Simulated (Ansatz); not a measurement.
## Electrostatic potentials at the Ga nuclei in Ga2HCl3

Cell: an entry of the Crystallography Open Database (COD; perhaps a calculated or model structure) whose atoms were relaxed with PBE, the cell held.

Space group P2_1/c (No. 14); a = 5.7300, b = 6.7870, c = 14.8478 Å, β = 104.57°.

```
site  Wyckoff  site symmetry       x       y       z
 Ga1       4e              1  0.9262  0.7668  0.9206
 Ga5       4e              1  0.6487  0.6849  0.6464
   H       4e              1  0.8589  0.7958  0.0144
Cl13       4e              1  0.8098  0.4889  0.8435
Cl17       4e              1  0.3266  0.7795  0.9355
Cl21       4e              1  0.7812  0.9989  0.8128
```

One atom of each set is listed.

Computed with Ansatz: DFT, PBE, plane waves and PAW, scalar-relativistic, 420 eV cutoff, Γ-centred 4×3×2 k-points, fixed occupations.

The potential at a nucleus is that of all electrons and the other nuclei. A higher potential binds the core electrons more strongly, so differences between sites of one element are the initial-state part of core-level shifts.

Problem. Rank the Ga sites by the potential at the nucleus, lowest first, and give each against the lowest.
A. Ga5: 1 H at 2.55 Å, 8 Cl at 2.96–3.70 Å; also 3 Ga at 4.02–4.07 Å, 1 Cl at 4.23 Å
B. Ga1: 1 H at 1.55 Å, 3 Cl at 2.22–2.25 Å

Solution. A (0.00 V), B (0.35 V).
